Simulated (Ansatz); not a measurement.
AgI:
```cif
data_AgI
_chemical_formula_sum 'Ag1 I1'
_space_group_name_H-M_alt 'P 1'
_space_group_IT_number 1
_cell_length_a 4.17135
_cell_length_b 4.17135
_cell_length_c 4.17135
_cell_angle_alpha 119.983
_cell_angle_beta 119.983
_cell_angle_gamma 90.030
loop_
_space_group_symop_operation_xyz
  'x, y, z'
loop_
_atom_site_label
_atom_site_type_symbol
_atom_site_fract_x
_atom_site_fract_y
_atom_site_fract_z
_atom_site_occupancy
Ag1 Ag 0.00000 0.00000 0.00000 1
I1 I 0.50000 0.50000 0.00000 1
```

Relaxed with LDA.

Task: Give the optical modes at the zone centre with their infrared activity from DFPT, LDA in the plane-wave PAW code Ansatz.

Result: Transverse frequencies, without the LO–TO term; a row sums one degenerate level.

| ω (cm⁻¹) | degeneracy | IR ((D/Å)²/amu) | activity |
|---|---|---|---|
| 74 | 2 | 2.17 | IR |
| 75 | 1 | 1.08 | IR |

Task: How high does the top mode go among those that the LO–TO term moves?

Result: 103 cm⁻¹ for q along x.

Space group Fm-3m (rock salt). This is a known high-pressure phase of the composition, computed here at zero pressure and temperature. Symmetry was held in the LDA relaxation; phonons on a q-mesh show weakly imaginary modes. No spin polarisation was allowed. The volume moved by -16 % from the start of the relaxation. Spin–orbit coupling is left out wherever it is not named.

Potentials: the later of the program's two PAW sets.
